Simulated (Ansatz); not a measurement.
BeSe (zinc blende, space group No. 216), the program Ansatz at the LDA level (PAW): ε∞ = 6.11, cell volume 32.80 Å³. Infrared-active transverse modes:

```
ω_TO (cm⁻¹)  oscillator strength S_xx (e²/amu)
-----------  ---------------------------------
522.0                                   0.2723
```

Question: Compute the static dielectric constant.

Answer: Each mode adds (4.921e7/V) S/ω²: 1.50. So ε0 = 7.61.

Question: What LO frequency does the Lyddane–Sachs–Teller relation give?

Answer: ω_LO = ω_TO √(ε0/ε∞) = 582 cm⁻¹.

Space group F-43m (zinc blende). The LDA relaxation kept the symmetry of its start. Spin–orbit coupling is left out wherever it is not named.

Potentials: the earlier of the program's two PAW sets. The files were generated under PBE; for other functionals the program regenerates the frozen cores, and for LDA and PBEsol the local potential too.
